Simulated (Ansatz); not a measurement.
CdSe (zinc blende, F-43m), PBE in the plane-wave PAW code Ansatz: ε∞ = 8.09, cell volume 59.47 Å³. Infrared-active transverse modes:

| ω_TO (cm⁻¹) | oscillator strength S_xx (e²/amu) |
|---|---|
| 154.4 | 0.1157 |

Problem. Compute the static dielectric constant.

Solution. Each mode adds (4.921e7/V) S/ω²: 4.02. So ε0 = 12.1.

Problem. What LO frequency does the Lyddane–Sachs–Teller relation give?

Solution. ω_LO = ω_TO √(ε0/ε∞) = 189 cm⁻¹.

The PBE relaxation kept the symmetry of its start; phonons on a q-mesh show no instability. Spin–orbit coupling is left out wherever it is not named.

Potentials: the later of the program's two PAW sets.
